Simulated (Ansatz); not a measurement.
KZnF3 (cubic perovskite, Pm-3m), a = b = c = 3.973 Å, α = β = γ = 90.00°.

Relaxed with LDA.

Which orbitals make up the states near the band edges in LDA in the plane-wave PAW code Ansatz?

Top 1 eV of the valence band: F 2p 55 %, Zn 3d 44 %. Bottom 1 eV of the conduction band: Zn 4s 42 %, K 4s 28 %, F 2s 21 %, F 2p 6 %. Projections are on Löwdin-orthogonalised atomic valence shells; empty p or d shells of many metals are not among them.

Tabulate the density of states.

States/eV per cell of 5 atoms, in 0.25 eV bins, energy from the valence-band maximum.

```csv
E (eV),total,F 2p,Zn 3d,Zn 4s
-7.85,0.00,0.00,0.00,0.00
-7.60,0.00,0.00,0.00,0.00
-7.35,0.00,0.00,0.00,0.00
-7.10,0.00,0.00,0.00,0.00
-6.85,0.12,0.09,0.00,0.03
-6.60,0.57,0.43,0.02,0.12
-6.35,1.71,1.20,0.21,0.27
-6.10,2.51,1.63,0.57,0.28
-5.85,1.50,0.97,0.38,0.13
-5.60,4.32,2.16,2.06,0.06
-5.35,3.02,1.73,1.20,0.04
-5.10,3.17,2.04,1.03,0.04
-4.85,4.83,3.06,1.61,0.02
-4.60,8.11,5.04,2.82,0.01
-4.35,6.76,2.58,4.04,0.01
-4.10,6.15,1.83,4.24,0.01
-3.85,3.88,0.78,3.08,0.01
-3.60,1.35,0.09,1.26,0.00
-3.35,0.01,0.01,0.00,0.00
-3.10,2.98,1.29,1.55,0.00
-2.85,5.00,3.32,1.46,0.01
-2.60,6.22,4.90,1.10,0.02
-2.35,15.05,10.87,3.79,0.08
-2.10,14.43,10.81,3.42,0.01
-1.85,9.68,8.15,1.43,0.01
-1.60,2.01,1.24,0.71,0.02
-1.35,1.55,0.84,0.66,0.02
-1.10,1.54,0.82,0.67,0.02
-0.85,1.47,0.79,0.65,0.01
-0.60,1.45,0.79,0.64,0.01
-0.35,1.45,0.81,0.63,0.00
-0.10,1.15,0.65,0.49,0.00
0.15,0.00,0.00,0.00,0.00
0.40,0.00,0.00,0.00,0.00
0.65,0.00,0.00,0.00,0.00
0.90,0.00,0.00,0.00,0.00
1.15,0.00,0.00,0.00,0.00
1.40,0.00,0.00,0.00,0.00
1.65,0.00,0.00,0.00,0.00
1.90,0.00,0.00,0.00,0.00
2.15,0.00,0.00,0.00,0.00
2.40,0.00,0.00,0.00,0.00
2.65,0.00,0.00,0.00,0.00
2.90,0.00,0.00,0.00,0.00
3.15,0.00,0.00,0.00,0.00
3.40,0.00,0.00,0.00,0.00
3.65,0.00,0.00,0.00,0.00
3.90,0.02,0.00,0.00,0.01
4.15,0.08,0.00,0.00,0.03
4.40,0.11,0.01,0.00,0.05
4.65,0.15,0.01,0.00,0.06
4.90,0.18,0.02,0.00,0.08
5.15,0.23,0.02,0.00,0.10
5.40,0.27,0.03,0.00,0.11
5.65,0.31,0.04,0.00,0.14
5.90,0.37,0.05,0.00,0.17
6.15,0.44,0.06,0.00,0.21
6.40,0.54,0.08,0.00,0.27
6.65,0.72,0.11,0.00,0.40
6.90,0.81,0.13,0.00,0.46
7.15,0.80,0.13,0.00,0.46
7.40,0.81,0.13,0.00,0.47
7.65,0.83,0.13,0.00,0.46
7.90,0.87,0.12,0.00,0.44
8.15,0.48,0.05,0.00,0.17
8.40,0.82,0.03,0.00,0.03
8.65,1.94,0.06,0.00,0.12
```

The cell was relaxed with LDA under the symmetry of its start; phonons on a q-mesh show no instability.

Potentials: the later of the program's two PAW sets.
